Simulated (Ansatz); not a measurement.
**CoRu3: rattling a relaxed structure**

It was reached by relaxing an invented guess, and it needn't be the stable form of this composition.

Theory: DFT PBE, scalar-relativistic, plane waves, PAW (Ansatz 0.2.0). Cutoff 420 eV; k points 18×18×6 on the computed 4-atom cell (Γ-centred); Gaussian smearing, width 0.10 eV; collinear spin from starting moments 1.8 0.0 0.0 0.0 μB.

The cell below (4 atoms, space group P-6m2 (No. 187)) is relaxed within its symmetry.

```yaml
crystal:
  lattice:
    - [2.69332, 0.00000, 0.00000]
    - [-1.34666, 2.33248, 0.00000]
    - [0.00000, 0.00000, 8.36802]
  atoms:
    - { symbol: Co, position: [0.33333, 0.66667, 0.50000] }
    - { symbol: Ru, position: [0.33333, 0.66667, 0.00000] }
    - { symbol: Ru, position: [0.66667, 0.33333, 0.25504] }
    - { symbol: Ru, position: [0.66667, 0.33333, 0.74496] }
```

For the test a repeat of it with 8 atoms (edges 2.69, 4.66, 8.37 Å) was strained at random (σ = 1.5 % a component), the atoms were moved at random (σ = 0.15 Å), and all was relaxed again on a coarse 8×6×4 mesh (in the run’s order of axes) with 0.20 eV smearing, with no symmetry imposed.

Another magnetic order may lie lower.

Question: Is the structure stable against such a distortion?

Answer: It returns, within 1 meV/atom of the unmoved cell on that mesh and with the same symmetry when read at 0.1 Å (Amm2 at 0.01 Å, so small strains and shifts remain). No instability shows in this cell; modes of other wave vectors, which need another repeat, aren't tested.
